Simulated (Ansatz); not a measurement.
Level of theory: DFT PBE, scalar-relativistic, plane waves, PAW in Ansatz. Settings: cutoff 420 eV, Γ-centred meshes spaced at most about 0.3 Å⁻¹, and about 0.25 Å⁻¹ or finer for metals (2π included), Gaussian smearing. No spin polarisation in the final relaxations.

Temperature and zero-point effects are left out.

Compare these two cells of KSi2Sb3, each relaxed at this level.

A. Space group P6/mmm (No. 191), hexagonal, a = 7.191 Å, c = 3.848 Å. Around K lie 2 K at 3.85 Å, 12 Sb at 4.08 Å and 6 Si at 4.15 Å; around Si lie 6 Sb at 2.83 Å, 2 Si at 3.85 Å, 3 K at 4.15 Å and 3 Si at 4.15 Å; Sb has 4 Si at 2.83 Å, 4 Sb at 3.60 Å, 2 Sb at 3.85 Å and 4 K at 4.08 Å.

B. Space group P6/mmm (No. 191), hexagonal, a = 5.472 Å, c = 6.203 Å. Around K lie 8 Sb at 3.10–3.16 Å; Si has 5 Sb at 3.10–3.16 Å and 3 Si at 3.16 Å; around Sb on a site of symmetry 6/mmm lie 2 K at 3.10 Å and 6 Si at 3.16 Å; Sb on a site of symmetry -6m2 is surrounded by 2 Si at 3.10 Å, 3 K at 3.16 Å and 3 Sb at 3.16 Å.

**Question.** Which would you expect to be lower, and how large is the difference?

**Answer.** A is lower, by 0.35 eV/atom. A has space group P6/mmm (No. 191), 28.7 Å³/atom and no gap on its mesh; B has space group P6/mmm (No. 191), 26.8 Å³/atom and no gap. The shortest distance is 2.83 Å (Si–Sb) in A and 3.10 Å (K–Sb and Si–Sb) in B. The lower one is the more open, so pressure narrows the difference. Even the lower one lies +0.19 eV/atom against the reference forms of the elements (uncorrected), so neither is stable at this level. Both come from invented guesses.

Spin–orbit coupling, which can matter for Sb, is left out. Cells relaxed within their symmetry can be saddle points.
